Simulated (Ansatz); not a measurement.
PbSSe (Janus 1T monolayer) was relaxed with 5 functionals in Ansatz, cell and atoms free, the symmetry of the start kept (meshes: PBE 12×12×1, r2SCAN 12×12×1, PBEsol 12×12×1, LDA 12×12×1, HSE06 6×6×1). Values at 0 K without nuclear motion; spin polarisation is off, and the phase may be a hypothetical one.

The PBEsol result:
```yaml
crystal:
  lattice:
    - [3.85443, 0.00000, 0.00000]
    - [-1.92722, 3.33804, 0.00000]
    - [0.00000, 0.00000, 30.13158]
  atoms:
    - { symbol: Pb, position: [0.00000, 0.00000, 0.30043] }
    - { symbol: S, position: [0.33333, 0.66667, 0.35087] }
    - { symbol: Se, position: [0.66667, 0.33333, 0.24477] }
```
Two periodic directions, a and b.

The sheet's in-plane cell has a = 3.854 Å, b = 3.854 Å (γ = 120.0°), and its outermost atoms lie 3.20 Å apart along the normal. Around Pb lie 3 S at 2.69 Å and 3 Se at 2.79 Å; around S lie 3 Pb at 2.69 Å; around Se lie 3 Pb at 2.79 Å.

(1) How does the cell change with r2SCAN?

(2) How does the cell change with HSE06?

(3) Held at the r2SCAN cell, what mean stress do LDA and PBE find, and does its sign point to their own minimum?

## Answers

(1) a = 3.894 Å; the area differs by +2.1 % from PBEsol's. Around Pb lie 3 S at 2.71 Å and 3 Se at 2.80 Å; around S lie 3 Pb at 2.71 Å; around Se lie 3 Pb at 2.80 Å.

(2) a = 3.882 Å; the area differs by +1.4 % from PBEsol's. Pb is surrounded by 3 S at 2.69 Å and 3 Se at 2.78 Å; S is surrounded by 3 Pb at 2.69 Å; Se is surrounded by 3 Pb at 2.78 Å.

(3) Yes. LDA -1.64 N/m, and its relaxed area is -3.9 % from r2SCAN's; PBE +1.05 N/m, and its relaxed area is +2.0 % from r2SCAN's. Compression counts positive, so a positive stress asks for a larger cell.
